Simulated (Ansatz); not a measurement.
Ba3In2Br2O5:
```
CELL_PARAMETERS angstrom
     -2.13919     2.13919    13.09218
      2.13919    -2.13919    13.09218
      2.13919     2.13919   -13.09218
ATOMIC_POSITIONS crystal
  Ba 0.65299 0.65299 0.00000
  Ba 0.34701 0.34701 0.00000
  Ba 0.50000 0.50000 0.00000
  In 0.92115 0.92115 0.00000
  In 0.07885 0.07885 0.00000
  Br 0.79652 0.79652 0.00000
  Br 0.20348 0.20348 0.00000
  O  0.41108 0.91108 0.50000
  O  0.58892 0.08892 0.50000
  O  0.91108 0.41108 0.50000
  O  0.08892 0.58892 0.50000
  O  0.00000 0.00000 0.00000
```

Relaxed with r²SCAN.

Map the valence electron density (e/Å³), cut off at 1 on the plane through (0.653, 0.653, 0.000) spanned by u = [1, 1, 0] and v = [1, 0, 1] in lattice vectors, from r²SCAN in the plane-wave PAW code Ansatz.

x is the fraction of u, y of v (the angle between them is 90°; rows are the nearest grid lines); atoms in the plane: Ba at (0.00, 0.00), Ba at (0.69, 0.00), Ba at (0.85, 0.00), In at (0.27, 0.00), In at (0.43, 0.00), Br at (0.14, 0.00), Br at (0.55, 0.00), O at (0.26, 0.50), O at (0.44, 0.50), O at (0.76, 0.50).
```
|.@: -@.@.:@@@@@@@@@.@ @: =@:@  -@.@. :@.|
|-@: -@=@.:@@@@@@@@@.@:@. =@=@  :@-@. .@-|
|@@. :@@#..@@*@@#@@@.@%@. -@@@  :@@@. .@@|
|@@. :@@+ .@@-*@=*@# %@%. :@@#  .@@%  .@@|
|@*  .*@- .+@:-*:-@- +@+  .@@=. .#@+  .*@|
|#-   -+: .-=..:..+- -+:   =*:.. -#: ..-#|
|-.   .:. .+=. . .+= .:.   :-:=: .-..--:-|
|.     .  :@#.   .@#. .     .:@*. . .%#..|
|         -@@.   :@@.        -@@.   :@@. |
|         =@@.   -@@:        =@@.   -@@: |
|         +@@.   -@@:        +@@.   -@@: |
|         +@@.   -@@:        +@@.   -@@: |
|         =@@.   -@@:        =@@.   -@@: |
|         -@@.   :@@.        -@@.   :@@. |
|.     .  :@#.   .@#. .     .:@*. . .%#..|
|-.   .:. .+=. . .+= .:.   :-:=: .-..--:-|
|#-   -+: .-=..:..+- -+:   =*:.. -#: ..-#|
|@*  .*@- .+@:-*:-@- +@+  .@@=. .#@+  .*@|
|@@. :@@+ .@@-*@=*@# %@%. :@@#  .@@%  .@@|
|@@. :@@#..@@*@@#@@@.@%@. -@@@  :@@@. .@@|
|-@: -@=@.:@@@@@@@@@.@:@. =@=@  :@-@. .@-|
|.@: -@.@.:@@@@@@@@@.@ @: =@:@  -@.@. :@.|
```
Scale: ten equal steps from 0.014 (start of ' ') to 1.00 (end of '@'), in the order ' .:-=+*#%@'; x runs from 0.000 to 1.00, y from 0.000 (bottom) to 1.00 (top).

The density is the valence pseudo-density with augmentation charge, so density and ELF within about 1 Å of a nucleus are not all-electron values.

Space group I4/mmm. The workflow started from a Materials Project entry (that database holds measured and hypothetical structures alike); the Crystallography Open Database files this formula in space group No. 139, but the cells were not matched. Its standing as an ambient phase is unchecked. The r²SCAN relaxation kept the symmetry of its start; its stability against distortions is not shown here. Scalar-relativistic: spin–orbit coupling is off unless named, which matters more the heavier the elements.

Potentials: the later of the program's two PAW sets.
